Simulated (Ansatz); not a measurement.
## Computed properties of MgPt

MgPt:
```xyz
8
Lattice="5.0276 0.0000 0.0000 0.0000 5.0276 0.0000 0.0000 0.0000 5.0276" Properties=species:S:1:pos:R:3 pbc="T T T"
Mg     0.7810     1.7328     3.2948
Mg     1.7328     3.2948     0.7810
Mg     3.2948     0.7810     1.7328
Mg     4.2466     4.2466     4.2466
Pt     4.2883     3.2531     1.7745
Pt     3.2531     1.7745     4.2883
Pt     1.7745     4.2883     3.2531
Pt     0.7393     0.7393     0.7393
```

Space group P2_13 (No. 198); conventional cell a = b = c = 5.028 Å, α = β = γ = 90.00°.

Method: plane-wave PAW PBEsol (Ansatz code). Structure relaxed to zero pressure with the same functional. Other levels are named where they apply.

### Cell and energy

- Volume per atom: 15.89 Å³
- Density: 11.47 g/cm³
- Formation energy from the elements (no fitted shifts): -659 meV/atom

### Electronic structure

- Electronic character: metallic (no gap)
- Density of states at the Fermi level: 0.44 states/eV per atom (mean over ±0.08 eV)
- Gap with spin–orbit coupling: none (metallic)

### Mechanics

Bulk modulus (Birch–Murnaghan fit): 125 GPa
Pressure derivative B′: 4.7
Elastic constants (relaxed ions, GPa): C11 = 179, C12 = 98.5, C44 = -22.8
Mechanical stability: unstable (C has a negative eigenvalue)

### Phonons

- Highest zone-centre frequency: 339 cm⁻¹
- Zone-centre stability: no imaginary mode at Γ

The workflow started from a Materials Project entry (that database holds measured and hypothetical structures alike); the Crystallography Open Database copy checked does not list it. With Mg and Pt taken as one species the cell has the higher symmetry Pa-3, so it may be an ordered model of a mixed-site phase. Whether it is the stable phase at ambient conditions was not checked. The cell was relaxed with PBEsol under the symmetry of its start. No spin polarisation was allowed. As this level gives no gap, shear constants depend on the k-mesh and smearing (Fermi–Dirac, 0.1 eV here). As this level gives no gap, phonon frequencies hold no LO–TO term and depend on the k-mesh and smearing (Fermi–Dirac, 0.1 eV here). The references are the lowest solids computed at this level, not always the standard phases. Spin–orbit coupling is left out wherever it is not named.

Potentials: the later of the program's two PAW sets.
